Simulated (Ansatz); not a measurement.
ZrTa:
```xyz
4
Lattice="4.6482 0.0000 0.0000 0.0000 3.4991 0.0000 0.0000 0.0000 4.8932" Properties=species:S:1:pos:R:3 pbc="T T T"
Ta     1.1621     0.0000     3.9446
Ta     3.4862     0.0000     0.9486
Zr     1.1621     1.7495     1.3525
Zr     3.4862     1.7495     3.5407
```

Relaxed with PBEsol. Special points in fractions of this cell's reciprocal vectors: Γ (0.000, 0.000, 0.000); X (0.500, 0.000, 0.000); S (0.500, 0.500, 0.000); Y (0.000, 0.500, 0.000); Z (0.000, 0.000, 0.500); U (0.500, 0.000, 0.500); R (0.500, 0.500, 0.500); T (0.000, 0.500, 0.500).

Problem. List the band energies nearest the Fermi level at these points for the program Ansatz at the PBEsol with spin–orbit coupling level (PAW).

Solution. In eV from the Fermi level; about four levels below and three above (degenerate sets whole), none deeper than 8.9 eV; points with the same levels are listed once.

```json
[
 {"k": "Γ", "below": "-1.64 -1.64 -1.40 -1.40", "above": "0.59 0.59 0.65 0.65"},
 {"k": "X", "below": "-0.71 -0.71 -0.71 -0.71", "above": "0.39 0.39 0.39 0.39"},
 {"k": "S", "below": "-0.23 -0.23 -0.23 -0.23", "above": "2.88 2.88 2.88 2.88"},
 {"k": "Y", "below": "-1.12 -1.12 -0.43 -0.43", "above": "0.48 0.48 0.91 0.91"},
 {"k": "Z", "below": "-0.66 -0.66 -0.31 -0.31", "above": "0.40 0.40 0.40 0.40"},
 {"k": "U", "below": "-0.69 -0.69 -0.69 -0.69", "above": "0.33 0.33 0.33 0.33"},
 {"k": "R", "below": "-0.97 -0.97 -0.97 -0.97", "above": "1.23 1.23 1.23 1.23"},
 {"k": "T", "below": "-0.77 -0.77 -0.66 -0.66", "above": "0.23 0.23 0.57 0.57"}
]
```

Space group Pmma. The start of the workflow was typed in or built on a structure type; neither database checked (COD, Materials Project) lists it. Whether it is the stable phase at ambient conditions was not checked. Symmetry was held in the PBEsol relaxation; its stability against distortions is not shown here. No spin polarisation was allowed. Its formation energy is positive at this level, so the cell may be metastable or incomplete.

Potentials: the later of the program's two PAW sets.
